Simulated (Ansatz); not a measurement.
An Ansatz (a first-principles code) run. Input:

Ansatz 0.2 input:
```yaml
crystal:
  lattice:
    - [0.0, 2.962775746, 2.962775746]
    - [2.962775746, 0.0, 2.962775746]
    - [2.962775746, 2.962775746, 0.0]
  atoms:
    - { symbol: Rb, position: [0.5, 0.5, 0.5] }
    - { symbol: H, position: [0.0, 0.0, 0.0] }
kpoints:
  mp_grid: { grid: [7, 7, 7] }
  band_path:
    path:
      - [[0.0, 0.0, 0.0], [0.5, 0.0, 0.5], [0.625, 0.25, 0.625]]  # Γ-X-U
      - [[0.375, 0.375, 0.75], [0.0, 0.0, 0.0], [0.5, 0.5, 0.5], [0.5, 0.25, 0.75], [0.5, 0.0, 0.5]]  # K-Γ-L-W-X
      - [VBM, CBM]
    npoints: 12
basis: { xc_grid: 2 }
hamiltonian:
  xc: pbesol
  pseudopotentials: { kind: paw }
magnetization: { noncollinear: true, spin_orbit: true }
scf:
  n_extra_bands: 12
  convergence: { dr2_threshold: 0.0000000001 }
  occupations: { method: gaussian, width: 0.01 }
checkpoint: { write: soc.run }
output: { eigenvalues: true }
```

Output (shortened):

```
Pseudopotential: Rb, paw_fr, valence charge 9
Pseudopotential: H, paw_fr, valence charge 1
Functional definition: PBEsol
non-collinear run that drives no moment, with spin-orbit …
Crystal: 2 atoms, lattice volume = 52.015 Å³
Basis set: ecut = 420 eV, 965 PW (Γ), exchange–correlation on 60×60×60 points (8 copies of the dense FFT grid, shifted against one another)
Bands: 22, of which v1, the nominal top of the filled ones, is band 10 counted from 1 (9 counted from 0)
Symmetry: 48 space group operations + 48 with time reversal
k-points: 20 of 343
Projection manifold: j_resolved (fully-relativistic pseudo-atomic orbitals)
SCF iter   1: F=—  HF=-3233.899233 eV  |F-HF|=—  |Δ(HF+E_count)|=         —  Δρ=3.81e-2  dr2=1.24e0  dr2_m=0.00e0 (ungated)  ethr=3.10e-3  |M|=0.00e0 ∫|m|=0.00e0 μB  |m|>n=0.0e0 m-floor=0.0e0 τ_xc=0.0e0  β_m=0.30  ⟨swp⟩=7.3  Hψ=1251  notcnv=0  defer=8
preconditioner: auto → none
SCF iter   2: F=—  HF=-3233.552342 eV  |F-HF|=—  |Δ(HF+E_count)|=   3.47e-1  Δρ=1.72e-2  dr2=2.97e-1  dr2_m=0.00e0 (ungated)  ethr=3.10e-3  |M|=0.00e0 ∫|m|=0.00e0 μB  |m|>n=0.0e0 m-floor=0.0e0 τ_xc=0.0e0  β_m=0.44  ⟨swp⟩=2.4  Hψ=383  notcnv=0  defer=126
SCF iter   3: F=—  HF=-3233.469876 eV  |F-HF|=—  |Δ(HF+E_count)|=   8.25e-2  Δρ=3.92e-3  dr2=5.91e-3  dr2_m=0.00e0 (ungated)  ethr=2.97e-3  |M|=0.00e0 ∫|m|=0.00e0 μB  |m|>n=0.0e0 m-floor=0.0e0 τ_xc=0.0e0  β_m=0.65  ⟨swp⟩=2.4  Hψ=376  notcnv=0  defer=130
SCF iter   4: F=—  HF=-3233.474668 eV  |F-HF|=—  |Δ(HF+E_count)|=   4.79e-3  Δρ=5.59e-4  dr2=2.60e-4  dr2_m=0.00e0 (ungated)  ethr=5.91e-5  |M|=0.00e0 ∫|m|=0.00e0 μB  |m|>n=0.0e0 m-floor=0.0e0 τ_xc=0.0e0  β_m=0.77  ⟨swp⟩=2.9  Hψ=283  notcnv=0  defer=130
SCF iter   5: F=—  HF=-3233.474869 eV  |F-HF|=—  |Δ(HF+E_count)|=   2.01e-4  Δρ=3.13e-5  dr2=4.34e-7  dr2_m=0.00e0 (ungated)  ethr=2.60e-6  |M|=0.00e0 ∫|m|=0.00e0 μB  |m|>n=0.0e0 m-floor=0.0e0 τ_xc=0.0e0  β_m=0.76  ⟨swp⟩=3.1  Hψ=275  notcnv=0  defer=130
SCF iter   6: F=—  HF=-3233.474869 eV  |F-HF|=—  |Δ(HF+E_count)|=   3.44e-7  Δρ=1.71e-5  dr2=9.12e-8  dr2_m=0.00e0 (ungated)  ethr=4.34e-9  |M|=0.00e0 ∫|m|=0.00e0 μB  |m|>n=0.0e0 m-floor=0.0e0 τ_xc=0.0e0  β_m=0.88  ⟨swp⟩=2.5  Hψ=304  notcnv=0  defer=130
SCF iter   7: F=—  HF=-3233.474869 eV  |F-HF|=—  |Δ(HF+E_count)|=   9.92e-8  Δρ=1.86e-6  dr2=1.43e-9  dr2_m=0.00e0 (ungated)  ethr=9.12e-10  |M|=0.00e0 ∫|m|=0.00e0 μB  |m|>n=0.0e0 m-floor=0.0e0 τ_xc=0.0e0  β_m=0.84  ⟨swp⟩=2.4  Hψ=233  notcnv=0  defer=130
SCF iter   8: F=-3233.474869 eV  HF=-3233.474869 eV  |F-HF|=9.73e-11  |Δ(HF+E_count)|=   4.34e-9  Δρ=3.90e-7  dr2=4.76e-11  dr2_m=0.00e0 (ungated)  ethr=1.00e-12  |M|=0.00e0 ∫|m|=0.00e0 μB  |m|>n=0.0e0 m-floor=0.0e0 τ_xc=0.0e0  ⟨swp⟩=10.2  Hψ=1132  notcnv=0
SCF 1 converged in 8 iterations: F = -3233.474869 eV  dr2 = 4.76e-11
NSCF: frozen V_eff on 16 k-points
NSCF: frozen V_eff on 16 k-points
NSCF: frozen V_eff on 6 k-points
NSCF: frozen V_eff on 3 k-points
NSCF: frozen V_eff on 3 k-points
NSCF: frozen V_eff on 3 k-points
NSCF: frozen V_eff on 3 k-points
NSCF: frozen V_eff on 3 k-points
NSCF: frozen V_eff on 87 k-points
SCF converged after 8 iterations
Magnetization: |M| = 0.0000 μB,  M = (+0.0000, +0.0000, +0.0000) μB
Absolute magnetization: 0.0000 μB (∫|m|)
  site 0: m = (+0.0000, +0.0000, +0.0000) μB, |m| = 0.0000 μB  (R = 1.22 Å)
  site 1: m = (+0.0000, +0.0000, +0.0000) μB, |m| = 0.0000 μB  (R = 1.22 Å)
Free energy (F): -3233.474869 eV
Harris-Foulkes:  -3233.474869 eV  (|F-HF|=9.73e-11)
Internal energy: -3233.474869 eV  (E = F + TS)
E sigma→0 (E₀):  -3233.474869 eV
Fermi energy:    3.870625 eV
--- Per-component energies (eV) ---
  E_band       = -89.793385
  E_kinetic    = 205.472329
  E_local      = -567.766562  (includes V_loc(G=0)·N_el)
  E_nonlocal   = 176.071923
  E_hartree    = 141.328500
  E_xc         = -137.935586
  E_vxc        = -147.572978  (∫ρ·V_xc dr)
  E_paw        = -2570.127678  (= ΣΔE_a)
  E_vpaw       = -38.653941  (= ΣTr[D̂ρ^β])
  E_aug_tail   = -0.001066  (compensation charges beyond the density's cutoff)
  E_ewald      = -480.640804
  E_core_change = 0.124074  (= ΣΔE_core)
  E_smearing   =  0.000000  (= −TS)
  E_closure    = 0.000000  (closes the sum)
  Σ components = -3233.474869   (vs F -3233.474869, Δ=0.00e0)
  [band-id]    e_kinetic+e_local+e_nonlocal+2·e_hartree+e_vxc+e_vpaw+e_augmentation_tail = -89.793295   (vs E_band -89.793385, Δ=9.03e-5)
--- Band table (eV; the first three rows and the last of 20) ---
  k-point 0: bands = ["-23.6099", "-23.6099", "-8.1000", "-8.1000", "-7.1913", "-7.1913", "-7.1913", "-7.1913", "0.4421", "0.4421", "9.2677", "9.2677", "9.2677", "9.2677", "9.2896", "9.2896", "9.4006", "9.4006", "11.1923", "11.1923", "11.1923", "11.1923"]
  k-point 1: bands = ["-23.6007", "-23.6007", "-8.1465", "-8.1465", "-7.2804", "-7.2804", "-7.2044", "-7.2044", "0.7575", "0.7575", "8.2454", "8.2454", "9.3341", "9.3341", "9.3795", "9.3795", "9.4005", "9.4005", "10.7528", "10.7528", "10.7647", "10.7647"]
  k-point 2: bands = ["-23.5801", "-23.5801", "-8.2668", "-8.2668", "-7.4452", "-7.4452", "-7.2336", "-7.2336", "1.5351", "1.5351", "6.5928", "6.5928", "9.0897", "9.0897", "9.1119", "9.1119", "9.6057", "9.6057", "11.1226", "11.1226", "11.1433", "11.1433"]
  k-point 19: bands = ["-23.5464", "-23.5464", "-8.3811", "-8.3811", "-7.5799", "-7.5799", "-7.4384", "-7.4384", "2.0303", "2.0303", "6.9188", "6.9188", "7.4228", "7.4228", "9.0437", "9.0437", "11.6066", "11.6066", "12.3418", "12.3418", "12.7909", "12.7909"]
```

Cost: very roughly 19 core-seconds on shared cores.

Space group Fm-3m (rock salt). The first step of the workflow began from a Materials Project structure, measured or hypothetical; the Crystallography Open Database files this formula in space group No. 225, but the cells were not matched. Its standing as an ambient phase is unchecked. The PBEsol relaxation kept the symmetry of its start; its stability against distortions is not shown here.

Potentials: the later of the program's two PAW sets.

Ansatz is a plane-wave DFT program.
